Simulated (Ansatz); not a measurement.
SrTiO$_{3}$:
```
CELL_PARAMETERS angstrom
      3.90754     0.00000     0.00000
      0.00000     3.90754     0.00000
      0.00000     0.00000     3.90754
ATOMIC_POSITIONS crystal
  Sr 0.00000 0.00000 0.00000
  Ti 0.50000 0.50000 0.50000
  O  0.50000 0.00000 0.50000
  O  0.00000 0.50000 0.50000
  O  0.50000 0.50000 0.00000
```

Tensor components refer to the Cartesian frame of this cell.

Q: Give the high-frequency dielectric tensor and the Born effective charge tensors of the independent atoms from DFPT, r²SCAN in the plane-wave PAW code Ansatz.

A: 
ε∞:
```
5.64  0.00  0.00
0.00  5.64  0.00
0.00  0.00  5.64
```
Z* of atom 1 (Sr), rows: field, columns: displacement, in e:
```
2.52  0.00  0.00
0.00  2.52  0.00
0.00  0.00  2.52
```
Z* of atom 2 (Ti), rows: field, columns: displacement, in e:
```
7.14  0.00  0.00
0.00  7.14  0.00
0.00  0.00  7.14
```
Z* of atom 3 (O), rows: field, columns: displacement, in e:
```
-1.99   0.00   0.00
 0.00  -5.69   0.00
 0.00   0.00  -1.99
```

Static charges for comparison (Bader): Sr1 +1.63, Ti2 +2.34, O3 -1.32 e. Born charges measure polarisation by displacement and can exceed these by far.

Space group Pm-3m (cubic perovskite). The r²SCAN relaxation kept the symmetry of its start. At this level the phase is dynamically unstable (imaginary phonons). The run is not spin-polarised. Scalar-relativistic: spin–orbit coupling is off unless named, which matters more the heavier the elements.

Potentials: the earlier of the program's two PAW sets.
